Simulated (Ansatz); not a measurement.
CdBr₂:
```
CdBr2
1.0
    3.99486     0.00000     0.00000
   -1.99743     3.45965     0.00000
    0.00000     0.00000    12.71535
Cd Br
2 4
Direct
  0.66667   0.33333   0.87499
  0.33333   0.66667   0.37499
  0.00000   0.00000   0.75203
  0.00000   0.00000   0.25203
  0.33333   0.66667   0.99797
  0.66667   0.33333   0.49797
```

The program Ansatz at the r²SCAN+D4 level (PAW) gives a gap of 3.50 eV without spin–orbit coupling, maximum on the Γ–M line, 22 % of the way from Γ, minimum at Γ.

### Question
What happens when spin–orbit coupling is switched on?

### Answer
The gap shrinks by 0.15 eV, to 3.35 eV; maximum at Γ, minimum at Γ.

### Question
Give the electron effective mass with spin–orbit coupling.

### Answer
0.28, 0.28, 0.32 mₑ (principal values).

### Question
Give the hole effective mass with spin–orbit coupling.

### Answer
0.79, 0.79, 4.2 mₑ (principal values).

Space group P6_3mc. The first step of the workflow began from a Materials Project structure, measured or hypothetical; the Crystallography Open Database files this formula in space group No. 186, but the cells were not matched. Whether it is the stable phase at ambient conditions was not checked. Symmetry was held in the r²SCAN+D4 relaxation; whether a distortion lowers the energy is not shown.

Potentials: the later of the program's two PAW sets.
